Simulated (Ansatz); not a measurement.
## Sr2C: modes against the lattice constant

Computed with DFT PBE, scalar-relativistic, plane waves, PAW in Ansatz 0.2.0. Cutoff 420 eV, 12×12×12 k-points (Γ-centred), Fermi-Dirac smearing of 0.15 eV. No spin polarisation. Phonons by linear response, acoustic sum rule imposed.

The cell is fixed (symmetry leaves no force on the atoms) and stands under 1.2 GPa:
```cif
data_structure
_symmetry_space_group_name_H-M 'Fm-3m'
_symmetry_Int_Tables_number 225
_cell_length_a 6.6754
_cell_length_b 6.6754
_cell_length_c 6.6754
_cell_angle_alpha 90.000
_cell_angle_beta 90.000
_cell_angle_gamma 90.000
_cell_volume 297.46
loop_
_atom_site_label
_atom_site_type_symbol
_atom_site_symmetry_multiplicity
_atom_site_Wyckoff_symbol
_atom_site_fract_x
_atom_site_fract_y
_atom_site_fract_z
_atom_site_occupancy
C1 C 4 a 0.00000 0.00000 0.00000 1
Sr1 Sr 8 c 0.25000 0.75000 0.75000 1
```

The cell is the ideal cubic antifluorite prototype; whether it is the stable structure of this composition wasn't checked. In a metal, frequencies and elastic constants depend on the k mesh and the smearing, soft modes and shear constants most.

Problem. How do the optical zone-centre modes (counted from the lowest optical one, degenerate ones once; i marks imaginary ones) of this metal change over a = 6.675 and 6.770 Å?

Solution.
```csv
a (Å),6.675,6.770
pressure (GPa),1.2,-0.4
mode 1 (cm⁻¹),131,128
mode 4 (cm⁻¹),219,192
```

Cost: 2 runs of about 1.7 core-minutes in all, on Intel Xeon Platinum 8259CL (Skylake/Cascade Lake) (shared hosts).